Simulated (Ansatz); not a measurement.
**4 guesses for SnP4 and where they end**

Level of theory: Ansatz 0.2.0, DFT PBE, scalar-relativistic, plane waves, PAW. Settings: cutoff 420 eV, Γ-centred meshes spaced at most about 0.3 Å⁻¹, and about 0.25 Å⁻¹ or finer for metals (2π included), Gaussian smearing. No spin polarisation in the final relaxations.

Each guess was relaxed in cell and atoms at zero pressure, within the symmetry of its start. Temperature and zero-point effects are left out. Coordination counts P atoms around Sn (those within 1.25 times the shortest such distance or 1.15 times the sum of covalent radii, 1.27 where that leaves under three; a plus sign parts nearer from farther groups; the shortest distance is added where it exceeds 1.18 times the sum of covalent radii).

| guess | made from | start group | V start (Å³/atom) | end group | V end (Å³/atom) | coordination at the end | gap on mesh (eV) | E over the lowest end (meV/atom) |
| --- | --- | --- | --- | --- | --- | --- | --- | --- |
| 1 | HoAu4 type | I4/m | 19.5 | I4/m | 20.5 | Sn 4+8 from 3.0 Å | 0 | 126 |
| 2 | random cell | P-43m | 22.1 | ? | ? | ? | ? | ? |
| 3 | random cell | P4mm | 24.0 | P4mm | 20.4 | Sn 1+8 | 0 | 0 |
| 4 | Hg4Pt type | Im-3m | 20.6 | Im-3m | 22.4 | Sn 8 | 0 | 676 |

Guess 2 as it starts:

```
Sn P
1.0
     4.79945    0.00000    0.00000
     0.00000    4.79945    0.00000
     0.00000    0.00000    4.79945
Sn P
1 4
Cartesian
  2.3997 2.3997 2.3997
  0.9859 0.9859 0.9859
  3.8135 3.8135 0.9859
  3.8135 0.9859 3.8135
  0.9859 3.8135 3.8135
```

Task: Predict the end of this guess and its energy over the lowest end.

Result: It ends in space group P-43m (No. 215), with a = 5.089 Å, 26.4 Å³/atom and no gap. It lies 194 meV/atom over the lowest end, above guess 1 and below guess 4. Counting P atoms around Sn, this end has Sn 4 from 3.0 Å and the lowest (guess 3) has Sn 1+8. This end holds P–P units of three or more atoms (shortest 2.24 Å); the lowest (guess 3) holds P–P nets (shortest 2.35 Å).

```cif
data_structure
_symmetry_space_group_name_H-M 'P-43m'
_symmetry_Int_Tables_number 215
_cell_length_a 5.0893
_cell_length_b 5.0893
_cell_length_c 5.0893
_cell_angle_alpha 90.000
_cell_angle_beta 90.000
_cell_angle_gamma 90.000
_cell_volume 131.81
loop_
_atom_site_label
_atom_site_type_symbol
_atom_site_symmetry_multiplicity
_atom_site_Wyckoff_symbol
_atom_site_fract_x
_atom_site_fract_y
_atom_site_fract_z
_atom_site_occupancy
Sn1 Sn 1 b 0.50000 0.50000 0.50000 1
P1 P 4 e 0.15588 0.15588 0.15588 1
```

Formation energies are uncorrected and refer to the elements' standard structures at the same level. The references include grey tin and black phosphorus.

Task: Is the lowest end bound against the elements?

Result: No: its formation energy is +0.31 eV/atom. A positive value: parting into the elements would lower its energy.

No dispersion correction is applied, so the spacing and binding between layers, chains or molecules are poorly described (P4mm), and this can change margins and order among such cells. The reference form of P is held partly by dispersion forces, which this level lacks. Cells relaxed within their symmetry can be saddle points. A lower structure may well exist outside this small set. Some types were kept out of the candidates beforehand, so the set may lack a known form.
